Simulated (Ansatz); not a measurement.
An Ansatz input and the part of its output that reports the observables at the nuclei.

The cell is a COD entry, relaxed with PBE at fixed cell and then changed (volume scaled by 0.98, ions relaxed).

```yaml
crystal:
  lattice:
    - [0.0, 3.2018651199, 3.2018651199]
    - [3.2018651199, 0.0, 3.2018651199]
    - [3.2018651199, 3.2018651199, 0.0]
  atoms:
    - { symbol: Hg, position: [0.0, 0.0, 0.0] }
    - { symbol: Te, position: [0.25, 0.25, 0.25] }
kpoints:
  mp_grid: { grid: [13, 13, 13] }
scf:
  occupations: { method: fermi_dirac, width: 0.05 }
hamiltonian:
  xc: pbe
  pseudopotentials: { kind: paw }
output:
  forces: true
  stress: true
  populations: true
  efg: { quadrupole_moments_barn: { Hg: 0.387 }, contact_densities: true }
  write_density: true
  write_potential: true
  elf: true
  volumetric_format: npy
relax:
  f_tol: 0.02
  max_steps: 60
```

```sh
ansatz run input.yaml --threads 1 --pin off --max-ram 3072MiB --backend cpu --events-out ev --progress --plain --runs-dir out
```

The run relaxes the ions first, and the block belongs to the relaxed positions.

Of the output, the block on the nuclei alone is shown; the set-up, the SCF iterations, energies, forces and stress are cut.

```
--- PAW observables at the nuclei: V_zz in 10²¹ V/m², potentials from the cell's mean, atoms counted from 1 ---
  atom   1  Hg V_zz =    +0.000000   η = 0.0000   by run symmetry: forbidden   C_q = +0.0000 MHz
            electrostatic potential = -16789.066715 V   contact ρ = 14129289.198960 e/Å³
  atom   2  Te V_zz =    +0.000000   η = 0.0000   by run symmetry: forbidden
            electrostatic potential = -8648.201237 V   contact ρ = 1468729.898847 e/Å³
```

The relaxation (1 step) took 9.3 s of wall time (9.2 s of CPU time) and 0.54 GiB at its peak, on 1 thread of AMD EPYC 9R14 (Zen 4) (x86_64; 16 cores open to the job, memory cap 3.0 GiB, no GPU), a shared host with a load of 0.3 a core.

At this changed cell the PBE pressure is 5 GPa.
